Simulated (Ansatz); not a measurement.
TlFe$_{2}$S$_{3}$: which magnetic order is lowest?

```
CELL_PARAMETERS angstrom
4.54150 -5.37700 0.00000
4.54150 5.37700 0.00000
0.00000 0.00000 5.41200
ATOMIC_POSITIONS crystal
Tl 0.33910 0.66090 0.25000
Tl 0.66090 0.33910 0.75000
Fe 0.85180 0.85180 0.00000
Fe 0.14820 0.14820 0.50000
Fe 0.14820 0.14820 0.00000
Fe 0.85180 0.85180 0.50000
S 0.87880 0.12120 0.25000
S 0.12120 0.87880 0.75000
S 0.83640 0.60180 0.25000
S 0.16360 0.39820 0.75000
S 0.60180 0.83640 0.75000
S 0.39820 0.16360 0.25000
```

All energies were calculated with Ansatz 0.2.0 (r2SCAN; 500 eV; 4×4×5 Γ-centred mesh; fermi-dirac occupations of width 0.050 eV). The atoms are fixed and numbered as listed; spin is collinear, without spin-orbit coupling.

The cycle has several fixed points for this cell. Moments (μB):

| state | Fe3 | Fe4 | Fe5 | Fe6 | other atoms together | size of the net moment a cell |
| --- | --- | --- | --- | --- | --- | --- |
| A | 0.00 | 0.00 | 0.00 | 0.00 | 0.00 | 0.00 |
| B | 3.05 | -3.05 | 3.05 | -3.05 | 0.00 | 0.00 |
| C | 3.11 | 3.11 | 3.11 | 3.11 | 0.99 | 15.01 |
| D | 3.12 | -3.12 | -3.12 | 3.12 | 0.00 | 0.00 |
| E | 3.12 | 3.16 | 3.17 | -3.09 | 0.62 | 7.91 |
| F | 2.95 | 2.95 | -2.95 | -2.95 | 0.00 | 0.00 |

Site moments are taken in small spheres that don't touch (radius about 0.4 of the atom's shortest bond), so those of the magnetic atoms read low, and they needn't add up to the net moment. State A was run without spin polarisation.

Q: Which state has the lowest energy at zero smearing, and how far up are the others?

A: State B (antiparallel, compensated) is lowest; F (antiparallel, compensated) lies 64 meV above it, E (antiparallel, not compensated) lies 95 meV above it, D (antiparallel, compensated) lies 137 meV above it, C (parallel moments) lies 193 meV above it, A (without moments) lies 406 meV above it, all counted an atom of the cell.

Q: Which states have a gap on the mesh, and what pressure does each exert on this cell?

A: A: no gap, -10.1 GPa; B: gap 1.17 eV, 0.3 GPa; C: no gap, 2.3 GPa; D: no gap, 2.0 GPa; E: no gap, 1.8 GPa; F: a narrow gap at most, 0.1 GPa (positive in compression). Moments take up room: without them the pressure is lower, so that state wants a smaller cell.

Q: How much does the cell gain by forming moments?

A: 406 meV an atom of the cell, or 1219 meV for each Fe atom, against state A, which has none. A run without spin would miss this and give wrong energies and forces. That state isn't the paramagnet, which keeps its moments, so this is no ordering energy.

Of 5 runs begun from atoms with typed moments, each in a different pattern, 1 ended in state B: one start isn't enough to call a state the ground state.

The cell is that of a Crystallography Open Database entry, unchanged.

Caveats: only orders that fit this cell and collinear spins were tried, so the true order may need a larger cell or canted moments; atoms and cell are not relaxed, and each state would relax in its own way; semilocal functionals without U often misplace the states of 3d oxides, halides and chalcogenides; the k mesh is coarse, so differences of a few meV are uncertain where a state is a metal; one start a pattern, so a lower state of the same pattern may exist.
